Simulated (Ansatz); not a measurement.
Nb2InC in space group P6_3/mmc (No. 194; Nb on 4f, In on 2d, C on 2a) at seven volumes, r²SCAN (plane waves, PAW; program Ansatz), shape and atoms relaxed at each. One row is withheld.

```json
[
 {"V (Å³/atom)": "14.392", "P (GPa)": "20.14"},
 {"V (Å³/atom)": "14.867", "P (GPa)": "12.27"},
 {"V (Å³/atom)": "15.341", "P (GPa)": "5.60"},
 {"V (Å³/atom)": "15.816", "P (GPa)": "0.01"},
 {"V (Å³/atom)": "16.290", "P (GPa)": "-4.61"},
 {"V (Å³/atom)": "16.765", "P (GPa)": "-8.50"},
 {"V (Å³/atom)": "17.239", "P (GPa)": "?"}
]
```

Task: Fit the shown pressures and predict the withheld one.

Result: Third-order Birch–Murnaghan: P = (3/2)B₀(x^(7/2) − x^(5/2))[1 + (3/4)(B′ − 4)(x − 1)] with x = (V₀/V)^(2/3). Least squares on the six rows gives V₀ = 15.820 Å³/atom, B₀ = 169.0 GPa, B′ = 4.89. At V = 17.239, x = 0.9443 and P = -11.77 GPa. The run itself gave -11.72 GPa.

The first step of the workflow began from a Materials Project structure, measured or hypothetical; the Crystallography Open Database copy checked does not list it. Its standing as an ambient phase is unchecked. The r²SCAN relaxation kept the symmetry of its start; whether a distortion lowers the energy is not shown. The run is not spin-polarised.

Potentials: the later of the program's two PAW sets.
